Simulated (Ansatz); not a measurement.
Nb:
```yaml
crystal:
  lattice:
    - [-1.64827, 1.64827, 1.64827]
    - [1.64827, -1.64827, 1.64827]
    - [1.64827, 1.64827, -1.64827]
  atoms:
    - { symbol: Nb, position: [0.00000, 0.00000, 0.00000] }
```

Relaxed with r²SCAN+D4. Special points in fractions of this cell's reciprocal vectors: Γ (0.000, 0.000, 0.000); H (0.500, -0.500, 0.500); N (0.000, 0.000, 0.500); P (0.250, 0.250, 0.250).

Question: List the band energies nearest the Fermi level at these points for plane-wave PAW r²SCAN+D4 (Ansatz code).

Answer: In eV from the Fermi level; about four levels below and three above (degenerate sets whole), none deeper than 8.9 eV; … stands for higher levels left out; points with the same levels are listed once.

```
k              below           above
-  -----------------  --------------
Γ              -6.26  0.45 0.45 0.45
H        -3.91 -3.91               …
N        -3.91 -1.72     2.30 3.61 …
P  -1.18 -1.18 -1.18               …
```

Space group Im-3m (bcc (W type)). The r²SCAN+D4 relaxation kept the symmetry of its start. The run is not spin-polarised. The pairwise dispersion correction was not fitted to metals. Spin–orbit coupling is left out wherever it is not named.

Potentials: the later of the program's two PAW sets.
